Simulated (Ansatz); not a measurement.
LaNiO₃:
```yaml
crystal:
  lattice:
    - [3.78035, 0.00000, 0.00000]
    - [0.00000, 3.78035, 0.00000]
    - [0.00000, 0.00000, 3.78035]
  atoms:
    - { symbol: La, position: [0.50000, 0.50000, 0.50000] }
    - { symbol: Ni, position: [0.00000, 0.00000, 0.00000] }
    - { symbol: O, position: [0.50000, 0.00000, 0.00000] }
    - { symbol: O, position: [0.00000, 0.50000, 0.00000] }
    - { symbol: O, position: [0.00000, 0.00000, 0.50000] }
```

Relaxed with PBEsol.

Which orbitals make up the states near the Fermi level in PBEsol (plane waves, PAW; program Ansatz)?

Within 0.5 eV of the Fermi level: Ni 3d 63 %, O 2p 31 %. Projections are on Löwdin-orthogonalised atomic valence shells; empty p or d shells of many metals are not among them.

Tabulate the density of states.

States/eV per cell of 5 atoms, in 0.25 eV bins, energy from the Fermi level.

```csv
E (eV),total,O 2p,La 4f,Ni 3d
-7.85,0.00,0.00,0.00,0.00
-7.60,0.10,0.08,0.00,0.00
-7.35,0.26,0.20,0.01,0.00
-7.10,0.53,0.40,0.01,0.02
-6.85,1.30,0.91,0.01,0.15
-6.60,1.72,1.19,0.01,0.24
-6.35,1.81,1.21,0.01,0.33
-6.10,1.13,0.77,0.01,0.21
-5.85,0.94,0.62,0.01,0.17
-5.60,4.21,2.17,0.01,1.82
-5.35,5.52,3.26,0.02,1.81
-5.10,7.05,4.98,0.04,1.21
-4.85,4.23,3.03,0.04,0.66
-4.60,1.72,0.98,0.01,0.49
-4.35,6.20,3.37,0.03,2.00
-4.10,3.14,1.79,0.04,0.96
-3.85,2.34,1.38,0.04,0.70
-3.60,1.68,1.03,0.03,0.48
-3.35,1.70,1.09,0.03,0.41
-3.10,1.70,1.16,0.02,0.30
-2.85,2.32,1.60,0.03,0.42
-2.60,3.68,2.65,0.07,0.59
-2.35,6.16,4.58,0.13,0.91
-2.10,4.70,3.55,0.09,0.69
-1.85,3.47,2.70,0.07,0.45
-1.60,2.74,2.04,0.06,0.48
-1.35,3.13,2.05,0.06,0.88
-1.10,3.61,1.72,0.05,1.68
-0.85,4.45,1.28,0.04,2.90
-0.60,9.21,2.56,0.07,6.09
-0.35,6.79,2.13,0.07,4.27
-0.10,2.36,0.67,0.01,1.52
0.15,1.03,0.33,0.00,0.62
0.40,0.91,0.32,0.00,0.53
0.65,0.89,0.33,0.00,0.49
0.90,0.97,0.37,0.00,0.53
1.15,1.10,0.43,0.01,0.58
1.40,1.08,0.45,0.01,0.55
1.65,1.04,0.45,0.01,0.52
1.90,1.02,0.46,0.02,0.49
2.15,1.00,0.47,0.02,0.47
2.40,0.97,0.47,0.02,0.45
2.65,0.95,0.48,0.02,0.42
2.90,1.11,0.49,0.03,0.41
3.15,0.63,0.12,0.11,0.09
3.40,1.34,0.03,0.77,0.01
3.65,13.07,0.23,11.98,0.06
3.90,26.61,0.21,25.98,0.05
4.15,14.08,0.48,13.31,0.01
```

Space group Pm-3m (cubic perovskite). The first step of the workflow began from a Materials Project structure, measured or hypothetical; the Crystallography Open Database copy checked does not list it. COD files the formula under space group No. 167. Whether it is the stable phase at ambient conditions was not checked. The cell was relaxed with PBEsol under the symmetry of its start; whether a distortion lowers the energy is not shown. The workflow began spin-polarised and lost its moments. No Hubbard U is applied. The compound may be a true metal, but semilocal functionals without U, or a wrong spin order, can also close a gap. Spin–orbit coupling is left out wherever it is not named.

Potentials: the later of the program's two PAW sets.
